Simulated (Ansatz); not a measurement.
# ZnSe at 1 GPa: from Born charge to LO–TO splitting and polaron coupling

Theory: DFT LDA, scalar-relativistic, plane waves, PAW (Ansatz 0.2.0). Plane waves to 420 eV; Γ-centred k mesh 8×8×8; fixed occupations. No spin polarisation. Phonons by linear response, acoustic sum rule imposed.

The cell, relaxed at 1 GPa:
Space group F-43m (No. 216). a = 5.542 Å, b = 5.542 Å, c = 5.542 Å, α = 90.00°, β = 90.00°, γ = 90.00°
```json
{"atom": "Zn", "site": "4a", "symmetry": "-43m", "x": "0.0000", "y": "0.0000", "z": "0.0000"}
{"atom": "Se", "site": "4c", "symmetry": "-43m", "x": "0.2500", "y": "0.2500", "z": "0.2500"}
```

The run warned that the force constants aren't converged on this k mesh, so the frequencies and all that is formed from them are rough.

Linear response gives ν_TO = 222.9 cm⁻¹, Born charges ±1.951 e (positive on Zn) and ε∞ = 7.480. The primitive cell holds 42.560 Å³, and the masses are 65.380 and 78.971 amu.

Question: Find ν_LO and the static dielectric constant.

Answer: The long-wave field adds a restoring force: ω_LO² − ω_TO² = Z*²e²/(ε_vac ε∞ μV). In these units ν_LO² − ν_TO² = 4.92064×10⁷ Z*²/(μ V ε∞) cm⁻², with μ = m₁m₂/(m₁ + m₂) = 35.768 amu: 16450 cm⁻². So ν_LO = √(222.9² + 16450) = 257.2 cm⁻¹, and the run gives 257.2. Lyddane–Sachs–Teller then gives ε0 = ε∞ (ν_LO/ν_TO)² = 9.96, against 9.96 in the run (it forms both from the same three quantities, so the match checks the arithmetic only). Between ν_TO and ν_LO the dielectric function is negative and an undamped crystal reflects fully: a reststrahlen band from 38.9 to 44.9 μm.

Question: What do the Clausius–Mossotti polarisability and the Szigeti charge come to?

Answer: With the Lorentz local field, α = (3V/4π)(ε∞ − 1)/(ε∞ + 2) = 6.95 Å³ for the pair, and e_S = 3Z*/(ε∞ + 2) = 0.62 e. The Born charge includes the electrons' response to the dipole's own local field, and e_S takes that enhancement out. The Lorentz field assumes point-like polarisable ions, a poor picture once ε∞ is this large, since the electron clouds then overlap or are shared, so both numbers are formal here.

Question: How strongly does a slow electron couple to the LO mode?

Answer: For one isotropic parabolic band, Fröhlich's constant is α_F = (1/ε∞ − 1/ε0) √(m* Ry/ħω_LO), with Ry = 13.606 eV, ħω_LO = 31.9 meV and m* in free-electron masses: α_F = 0.0332 × 20.66 × √m* = 0.69 √m*. The band mass isn't part of this run; for m* = 0.1, 0.3 and 1 it gives 0.22, 0.38, 0.69. In weak coupling the polaron lies α_F ħω_LO below the band edge (12 meV at m* = 0.3) with a mass m*(1 + α_F/6); past α_F of about 5 or 6 that expansion fails. A semilocal functional's ε∞ tends to be too large, which taken alone lowers α_F.

Cost: 1 run of about 2.4 core-minutes, on Intel Xeon Processor @ 2.50GHz (Skylake/Cascade Lake) (shared hosts).